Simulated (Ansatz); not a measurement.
PI$_{2}$ in space group P-1 (No. 2; P on 2i, I on 2i, I on 2i), DFT-r²SCAN+D4 in the program Ansatz with PAW potentials. The conduction-band minimum lies at R, with 1 equivalent valley. Second derivatives d²E/dk² of the lowest band at one valley (eV·Å²), along Cartesian directions:

| direction | d²E/dk² |
|---|---|
| [100] | 6.536 |
| [010] | 10.86 |
| [001] | 5.961 |
| [110] | 6.307 |
| [101] | 3.445 |
| [011] | 10.66 |

Q: Find the principal effective masses, the density-of-states mass and the conductivity mass.

A: Off-diagonal terms follow from H_xy = H[110] − (H_xx + H_yy)/2, and m*/mₑ = 7.620 eV·Å² over each eigenvalue: 0.57, 1.2, 2.2. One valley's DOS mass (m₁m₂m₃)^(1/3) = 1.1, conductivity mass 3/(Σ 1/mᵢ) = 0.98 mₑ.

Q: What effective density of states Nc follows at 300 K for parabolic valleys?

A: Nc = 2.509e19 × 1 × (1.1)^(3/2) ≈ 2.9e19 cm⁻³.

The workflow started from an entry of the Crystallography Open Database (COD, 120 K). Its standing as an ambient phase is unchecked. The r²SCAN+D4 relaxation kept the symmetry of its start; its stability against distortions is not shown here. Scalar-relativistic: spin–orbit coupling is off unless named, which matters more the heavier the elements.

Potentials: the later of the program's two PAW sets.

Edges and masses are those of Kohn–Sham bands, whose gap is no quasiparticle gap.
